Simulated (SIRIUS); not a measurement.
Band structure of CsGeI₃ (Cm, 5 atoms in the cell; from Materials Project mp-28377).

```
CELL_PARAMETERS angstrom
      4.35337    -4.22419     0.00000
      4.35337     4.22419     0.00000
     -0.32427     0.00000     6.11949
ATOMIC_POSITIONS crystal
  Cs 0.91099 0.91099 0.58661
  Ge 0.37265 0.37265 0.13414
  I  0.41162 0.41162 0.58077
  I  0.91993 0.40881 0.09324
  I  0.40881 0.91993 0.09324
```

Level of theory: LDA (PW92), PseudoDojo 0.4 standard norm-conserving LDA (tails mended) pseudopotentials (plane waves; SIRIUS).

Settings: parameters.ngridk = 2 2 2; parameters.xc_functionals = [XC_LDA_X, XC_LDA_C_PW]; parameters.gk_cutoff = 8.832 1/bohr; parameters.pw_cutoff = 17.664 1/bohr; parameters.smearing = fermi_dirac; parameters.smearing_width = 0.000367493 Ha; potentials = PseudoDojo 0.4 standard norm-conserving LDA (tails mended) pseudopotentials; parameters.electronic_structure_method = pseudopotential; parameters.num_bands = 28; parameters.num_mag_dims = 0; parameters.num_dft_iter = 100; parameters.energy_tol = 1e-07 Ha; parameters.density_tol = 1e-06; mixer.type = anderson.

Spin-orbit coupling is left out, which matters for bands and gaps with elements this heavy. The structure comes from a collection of computed structures, made at another level of theory; the collection holds predicted forms beside known ones.

### Question
Predict the gap along the standard path and the places of the band edges.

### Answer
The gap along the path is 0.96 eV, direct at L to within 0.01 eV.

Points are given in units of this cell's reciprocal vectors. Levels in eV from the top of the valence band on the SCF mesh, bands 19 to 26:
```tsv
point	19	20	21	22	23	24	25	26
Γ (0 0 0)	-1.42	-1.32	-1.31	-1.31	2.75	3.42	3.66	4.13
Y (0.483 0.483 -0.551)	-0.91	-0.91	-0.84	-0.04	0.98	1.35	1.48	3.62
F (0.469 0.469 -0.564)	-0.94	-0.92	-0.85	-0.09	1.01	1.39	1.56	3.64
L (0.5 0.5 -0.5)	-0.89	-0.88	-0.84	0.00	0.96	1.33	1.36	3.59
I (0.532 0.468 -0.5)	-0.90	-0.89	-0.86	-0.04	0.97	1.38	1.41	3.61
```

“Tails mended”: in these copies of the files the far tail of each local potential was reset to the Coulomb form.
